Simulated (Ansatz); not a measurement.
C (diamond), relaxed and computed with several functionals in Ansatz (plane waves, PAW).

```csv
functional,a (Å),gap (eV)
PBE,3.572,4.13
r²SCAN,3.560,4.36
PBE+D3(BJ),3.557,4.15
r²SCAN+D4,3.555,4.37
```

All cells were relaxed under the symmetry of their starts (and spin orders); stability against distortions was not tested throughout.

Potentials: the later of the program's two PAW sets.

Ansatz (an electronic-structure program) is a plane-wave DFT program.
